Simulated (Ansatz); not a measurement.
Starting cell, HfO$_{2}$ (tetragonal-ZrO2 type, space group P4_2/nmc):

```
CELL_PARAMETERS angstrom
      7.20885     0.00000     0.00000
      0.00000     3.60443     0.00000
      0.00000     0.00000     5.26427
ATOMIC_POSITIONS crystal
  Hf 0.00000 0.00000 0.00000
  Hf 0.50000 0.00000 0.00000
  Hf 0.25000 0.50000 0.50000
  Hf 0.75000 0.50000 0.50000
  O  0.00000 0.50000 0.19324
  O  0.50000 0.50000 0.19324
  O  0.00000 0.50000 0.69324
  O  0.50000 0.50000 0.69324
  O  0.25000 0.00000 0.30676
  O  0.75000 0.00000 0.30676
  O  0.25000 0.00000 0.80676
  O  0.75000 0.00000 0.80676
```

A phonon eigenvector at X = (0.5, 0.0, 0.0) is frozen into this cell: atom i moves by Q times the vector below, so Q is the largest atomic displacement, in Å. The cell is held. It is one choice among 2 degenerate patterns. (q is in reciprocal vectors of the primitive cell; the cell shown is doubled to hold the pattern.)

```json
[
 {"atom": "Hf1", "x": "0.000", "y": "0.046", "z": "0.000"},
 {"atom": "Hf2", "x": "0.000", "y": "-0.046", "z": "0.000"},
 {"atom": "Hf3", "x": "0.000", "y": "-0.010", "z": "0.000"},
 {"atom": "Hf4", "x": "0.000", "y": "0.010", "z": "0.000"},
 {"atom": "O5", "x": "0.000", "y": "-1.000", "z": "0.000"},
 {"atom": "O6", "x": "0.000", "y": "1.000", "z": "0.000"},
 {"atom": "O7", "x": "0.000", "y": "0.055", "z": "0.000"},
 {"atom": "O8", "x": "0.000", "y": "-0.055", "z": "0.000"},
 {"atom": "O9", "x": "0.000", "y": "0.228", "z": "0.000"},
 {"atom": "O10", "x": "0.000", "y": "-0.228", "z": "0.000"},
 {"atom": "O11", "x": "0.000", "y": "-0.013", "z": "0.000"},
 {"atom": "O12", "x": "0.000", "y": "0.013", "z": "0.000"}
]
```

These are PBE (plane waves to 420 eV, PAW, scalar-relativistic; Ansatz, an electronic-structure program) values and carry that method's errors. k mesh 5×9×6 (Γ-centred), Fermi-Dirac smearing 0.05 eV. The energy includes the smearing's −TS. HfO2 is run without spin polarisation. HfO2 was relaxed with its symmetry unable to fall. Spin-orbit coupling is left out, though Hf is heavy. This is a high-temperature form of HfO2. The zero of ΔE is the undisplaced structure.

| Q (Å) | ΔE (meV/cell) |
|---|---|
| -0.100 | ? |
| -0.083 | 142.0 |
| -0.067 | 90.7 |
| -0.050 | 50.9 |
| -0.033 | 22.6 |
| -0.017 | ? |
| 0.000 | 0.0 |
| 0.017 | ? |
| 0.033 | 22.6 |
| 0.050 | 50.9 |
| 0.067 | 90.7 |
| 0.083 | 142.0 |
| 0.100 | ? |

Problem. What belongs in the gaps?

Solution. 
- -0.100, ΔE (meV/cell): 205.1
- -0.017, ΔE (meV/cell): 5.6
- 0.017, ΔE (meV/cell): 5.6
- 0.100, ΔE (meV/cell): 205.1

(For displaced atoms, the force is minus the slope of the energy, and its curvature is a force constant, which sets phonon frequencies.)
